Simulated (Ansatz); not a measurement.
CsPbBr$_{3}$ in space group Pnma (No. 62; Pb on 4a, Cs on 4c, Br on 8d, Br on 4c), PBE in the plane-wave PAW code Ansatz. The conduction-band minimum lies at Γ, with 1 equivalent valley. Second derivatives d²E/dk² of the lowest band at one valley (eV·Å²), along Cartesian directions:

```tsv
direction	d²E/dk²
[100]	30.66
[010]	6.266
[001]	37.44
[110]	18.47
[101]	33.46
[011]	21.83
```

Find the principal effective masses, the density-of-states mass and the conductivity mass.

Off-diagonal terms follow from H_xy = H[110] − (H_xx + H_yy)/2, and m*/mₑ = 7.620 eV·Å² over each eigenvalue: 0.20, 0.25, 1.2. One valley's DOS mass (m₁m₂m₃)^(1/3) = 0.39, conductivity mass 3/(Σ 1/mᵢ) = 0.31 mₑ.

What effective density of states Nc follows at 300 K for parabolic valleys?

Nc = 2.509e19 × 1 × (0.39)^(3/2) ≈ 6.1e18 cm⁻³.

Symmetry was held in the PBE relaxation. Spin–orbit coupling is left out wherever it is not named.

Potentials: the later of the program's two PAW sets.

Edges and masses are those of Kohn–Sham bands, whose gap is no quasiparticle gap.
